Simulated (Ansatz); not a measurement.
**BiTe (Fm-3m), comparing deformations**

Theory: DFT r2SCAN, scalar-relativistic, plane waves, PAW (Ansatz 0.2.0). Settings: plane waves to 500 eV, k-mesh 14×14×14 (Γ-centred), Gaussian smearing 0.15 eV. Spin–orbit coupling is left out, which can shift energies with elements as heavy as these. No spin polarisation. Energies are free energies at this smearing, counted from the undisturbed cell; pressure is positive in compression.

Zero of the scan (as given, not relaxed at this level; it stands at 0.0 GPa, and it needn't be the usual structure):

```xyz
2
Lattice="0.0000 3.2350 3.2350 3.2350 0.0000 3.2350 3.2350 3.2350 0.0000" Properties=species:S:1:pos:R:3 pbc="T T T"
Bi    0.0000    0.0000    0.0000
Te    3.2350    3.2350    3.2350
```

The cell is strained by ε times a Voigt pattern (xx, yy, zz, yz, xz, xy; engineering shear) with fractional coordinates fixed. τ = (1/V0) dE/dε comes from the stress tensor. Of each scan, only the three points used here are listed.

| pattern | ε | τ (GPa) |
| --- | --- | --- |
| (1, 1, 0, 0, 0, 0) | -0.0200 | -5.68 |
| (1, 1, 0, 0, 0, 0) | 0.0000 | 0.02 |
| (1, 1, 0, 0, 0, 0) | 0.0100 | 2.49 |
| (0, 0, 0, 0, 0, 1) | -0.0025 | -0.0010 |
| (0, 0, 0, 0, 0, 1) | 0.0000 | 0.0000 |
| (0, 0, 0, 0, 0, 1) | 0.0025 | 0.0010 |
| (0, 0, 1, 0, 0, 0) | -0.0150 | -1.75 |
| (0, 0, 1, 0, 0, 0) | 0.0000 | 0.01 |
| (0, 0, 1, 0, 0, 0) | 0.0150 | 1.47 |

Which constants do the scans give, and which deformation costs least for the same size of strain tensor?

The slope dτ/dε at zero (parabola through three points) is pᵀCp: (1, 1, 0, 0, 0, 0) gives 2(C11 + C12) = 260 GPa; (0, 0, 0, 0, 0, 1) gives C44 = 0.4 GPa; (0, 0, 1, 0, 0, 0) gives C11 = 107 GPa. The size of the strain tensor, ε:ε, is ε² times 2.0, 0.5, 1.0. Per unit of it the stiffnesses are 130, 0.8, 107 GPa, so (0, 0, 0, 0, 0, 1) is the softest of these: at ε:ε = (1 %)² the quadratic term costs 0.01 meV/atom against 1.37 for the stiffest. The starting stress shifts them by about its own size.

What else follows for this cubic crystal?

From the unrounded slopes C11 = 107.2 and C12 = 22.7 GPa, so B = (C11 + 2 C12)/3 = 51 GPa and the Poisson ratio for a pull along a cube edge is C12/(C11 + C12) = 0.17.

How anisotropic is this cubic crystal?

Zener's ratio 2 C44/(C11 − C12) = 0.01; it is 1 for an isotropic solid.

In a metal these slopes depend on the k mesh and the smearing.